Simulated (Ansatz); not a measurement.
## Yb on an Eu site in Eu2CN2Cl2: two starts of the same cell

All numbers are calculated (PBEsol+U (Eu 6 eV, Yb 6 eV), collinear spin, no spin-orbit coupling; Ansatz, PAW set soft_2, 420 eV, k-mesh 2×2×2 shifted by half a step), not measured.

The host crystal:

```cif
data_structure
_symmetry_space_group_name_H-M 'P 1'
_symmetry_Int_Tables_number 1
_cell_length_a 5.2238
_cell_length_b 5.2238
_cell_length_c 7.1312
_cell_angle_alpha 97.742
_cell_angle_beta 97.742
_cell_angle_gamma 47.178
_cell_volume 141.18
loop_
_atom_site_label
_atom_site_type_symbol
_atom_site_fract_x
_atom_site_fract_y
_atom_site_fract_z
_atom_site_occupancy
Eu1 Eu 0.31820 0.31820 0.73103 1
Eu2 Eu 0.68180 0.68180 0.26897 1
C1 C 0.00000 0.00000 0.50000 1
N1 N 0.11662 0.11662 0.44559 1
N2 N 0.88338 0.88338 0.55441 1
Cl1 Cl 0.37134 0.37134 0.15027 1
Cl2 Cl 0.62866 0.62866 0.84973 1
```

The dopant sits at (0.318, 0.318, 0.731) in fractions of that cell, in a supercell of 21 atoms (matrix rows [[0,0,1],[2,-1,0],[-1,2,0]]). It takes 1 of 6 such atoms, so the crystal is heavily doped. The two runs start Yb with different moments and its neighbours at different distances; then the atoms relax.

| start | starting moment on Yb (μB) | final moment along the start's (μB) | moment of the cell (μB) | 4f electrons (Löwdin, with covalent weight) | nearest neighbours (Å) | gap on the mesh (eV) | carrier in a band of the host |
| --- | --- | --- | --- | --- | --- | --- | --- |
| first (2.55 to 2.90 Å to the neighbours) | 0 | 0.00 | 35.00 | 14.0 | 3 N at 2.46 to 2.48 | 3.07 | no |
| second (2.36 to 2.38 Å to the neighbours) | 1 | 0.00 | 35.00 | 14.0 | 3 N at 2.46 to 2.48 | 3.07 | no |

Problem. Which start ends lower?

Solution. Neither: both end within 0.01 eV, with a moment that matches Yb2+ (4f14).

Caveats: open f or d shells may hold a state above the lowest; state may not be the lowest; the supercell is small; one random start near the defect, so other minima are possible.
